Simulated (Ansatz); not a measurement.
AlN (wurtzite)

Space group P6₃mc (No. 186); a = b = 3.130 Å, c = 5.017 Å, α = β = 90.00°, γ = 120.00°

| atom | site | symmetry | x | y | z |
|---|---|---|---|---|---|
| Al | 2b | 3m. | 0.6667 | 0.3333 | 0.0034 |
| N | 2b | 3m. | 0.3333 | 0.6667 | 0.1218 |

Two coordinates are scanned: the volume, and the ratio of the stretch along z (the conventional c axis) to the stretch across it. Atoms keep their fractional coordinates.

Level of theory: PBE (plane waves to 420 eV, PAW, scalar-relativistic; Ansatz, a program for electronic structure). k mesh 12×12×7 (Γ-centred), Fermi-Dirac smearing 0.05 eV. Energies are smeared free energies. As the atoms are clamped, bonds stretch with the cell, which overstates energies and stresses. AlN was relaxed with its symmetry unable to fall. The PAW data are Ansatz's earlier set. ΔE is measured from the relaxed starting cell.

```tsv
ΔE (eV/atom)	V/V₀ = 0.960	V/V₀ = 0.973	V/V₀ = 0.987	V/V₀ = 1.000	V/V₀ = 1.013	V/V₀ = 1.027	V/V₀ = 1.040
(c/a)/(c/a)₀ = 0.920	0.0744	0.0672	0.0626	0.0605	0.0606	0.0630	0.0674
(c/a)/(c/a)₀ = 0.947	0.0376	0.0312	0.0273	0.0259	0.0267	?	0.0348
(c/a)/(c/a)₀ = 0.973	0.0171	0.0109	0.0073	0.0062	0.0074	0.0107	0.0160
(c/a)/(c/a)₀ = 1.000	0.0110	0.0048	0.0012	0.0000	0.0011	0.0044	?
(c/a)/(c/a)₀ = 1.027	0.0179	0.0113	0.0073	0.0058	0.0066	0.0095	0.0144
(c/a)/(c/a)₀ = 1.053	0.0365	0.0292	0.0246	0.0224	0.0226	0.0249	0.0293
(c/a)/(c/a)₀ = 1.080	0.0656	0.0574	0.0518	0.0488	0.0480	0.0496	0.0531
```

Q: What belongs in the gaps?

A: 
- (c/a)/(c/a)₀ = 0.947, V/V₀ = 1.027: 0.0297
- (c/a)/(c/a)₀ = 1.000, V/V₀ = 1.040: 0.0097

(Under strain, the slope of the energy per volume gives the stress and its curvature an elastic modulus.)
